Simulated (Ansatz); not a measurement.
NbSnS in space group P4/nmm (No. 129; Nb on 2c, Sn on 2a, S on 2c), plane-wave PAW PBE (Ansatz code), all energies at zero smearing, with the estimated change up to a 700 eV cutoff added, with one set of potentials and settings (totals compare only within such a set). Cell of 6 atoms (2 Nb, 2 Sn, 2 S): -22958.052 eV.

```json
[
 {"element": "Nb", "reference phase": "Im-3m, 1 atoms in the cell", "E (eV/atom)": "-4552.2836"},
 {"element": "Sn", "reference phase": "Fd-3m, 2 atoms in the cell", "E (eV/atom)": "-6024.2128"},
 {"element": "S", "reference phase": "Fddd, 32 atoms in the cell", "E (eV/atom)": "-902.0599"}
]
```

Formation energy per atom, worked out: (-22958.052 − 2×(-4552.2836) − 2×(-6024.2128) − 2×(-902.0599))/6 = -0.157 eV/atom (-15 kJ per mol of atoms), at 0 K, without zero-point energy or fitted corrections.

The start of the workflow was typed in or built on a structure type; neither database checked (COD, Materials Project) lists it. Its standing as an ambient phase is unchecked. The PBE relaxation kept the symmetry of its start; its stability against distortions is not shown here. The workflow began spin-polarised and lost its moments. The references are the lowest solids computed at this level, not always the standard phases. Scalar-relativistic: spin–orbit coupling is off unless named, which matters more the heavier the elements.

Potentials: the later of the program's two PAW sets.
